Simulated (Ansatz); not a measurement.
Tl$_{2}$Pt:
Space group I4/mcm (No. 140); a = b = 6.9289 Å, c = 5.6460 Å, α = β = γ = 90.00°

```json
[
 {"atom": "Tl", "site": "8h", "symmetry": "m.2m", "x": "0.3396", "y": "0.1604", "z": "0.0000"},
 {"atom": "Pt", "site": "4a", "symmetry": "422", "x": "0.0000", "y": "0.0000", "z": "0.2500"}
]
```
(The calculation used a cell of 6 atoms; values per cell refer to that cell.)

Relaxed with r²SCAN.

**Question.** Which orbitals make up the states near the Fermi level in DFT-r²SCAN in the program Ansatz with PAW potentials?

**Answer.** Within 0.5 eV of the Fermi level: Tl 6p 53 %, Pt 5d 23 %, Tl 6s 15 %, Pt 6s 6 %. Projections are on Löwdin-orthogonalised atomic valence shells; empty p or d shells of many metals are not among them.

**Question.** Tabulate the density of states.

**Answer.** States/eV per cell of 6 atoms, in 0.25 eV bins, energy from the Fermi level.

```csv
E (eV),total,Pt 5d,Tl 6p,Tl 6s
-7.85,1.51,0.08,0.53,0.73
-7.60,1.43,0.09,0.47,0.71
-7.35,1.76,0.13,0.54,0.90
-7.10,1.92,0.19,0.54,1.03
-6.85,2.20,0.30,0.53,1.20
-6.60,2.58,0.47,0.50,1.44
-6.35,2.80,0.62,0.44,1.57
-6.10,3.85,1.02,0.40,2.18
-5.85,2.75,0.82,0.28,1.46
-5.60,1.58,0.56,0.16,0.74
-5.35,0.94,0.36,0.11,0.37
-5.10,1.84,1.15,0.19,0.32
-4.85,1.92,1.33,0.22,0.15
-4.60,1.31,0.80,0.27,0.07
-4.35,3.84,2.75,0.78,0.08
-4.10,5.15,3.61,1.09,0.15
-3.85,5.82,3.93,1.26,0.20
-3.60,5.43,3.91,1.02,0.21
-3.35,8.11,6.22,1.27,0.27
-3.10,9.21,7.44,1.22,0.26
-2.85,9.13,7.45,1.05,0.34
-2.60,7.02,5.74,0.76,0.28
-2.35,4.31,3.27,0.61,0.23
-2.10,6.03,4.52,0.73,0.53
-1.85,6.74,5.44,0.60,0.51
-1.60,5.24,4.64,0.25,0.26
-1.35,2.56,1.35,0.72,0.30
-1.10,3.70,1.48,1.46,0.49
-0.85,2.63,0.79,1.18,0.43
-0.60,2.13,0.57,1.02,0.35
-0.35,1.83,0.43,0.93,0.29
-0.10,1.71,0.35,0.98,0.21
0.15,2.95,0.68,1.66,0.38
0.40,3.58,0.86,1.81,0.59
0.65,2.19,0.43,1.15,0.41
0.90,2.13,0.36,1.15,0.43
1.15,2.07,0.32,1.15,0.43
1.40,2.56,0.36,1.40,0.53
1.65,2.58,0.37,1.39,0.54
1.90,2.26,0.28,1.23,0.46
2.15,2.21,0.23,1.27,0.43
2.40,2.03,0.19,1.21,0.38
2.65,1.80,0.17,1.14,0.27
2.90,2.15,0.18,1.36,0.33
3.15,2.28,0.17,1.43,0.35
3.40,2.04,0.14,1.29,0.29
3.65,2.09,0.14,1.30,0.27
3.90,2.23,0.13,1.34,0.27
4.15,2.68,0.15,1.61,0.25
4.40,2.97,0.15,1.79,0.25
4.65,3.44,0.14,2.11,0.34
```

The workflow started from a Materials Project entry (that database holds measured and hypothetical structures alike); the Crystallography Open Database files this formula in space group No. 140, but the cells were not matched. Whether it is the stable phase at ambient conditions was not checked. Symmetry was held in the r²SCAN relaxation; whether a distortion lowers the energy is not shown. No spin polarisation was allowed. Axis ratios of metals converge slowly with the k-mesh, so a and c are less sure than the volume. Spin–orbit coupling is left out wherever it is not named.

Potentials: the later of the program's two PAW sets.
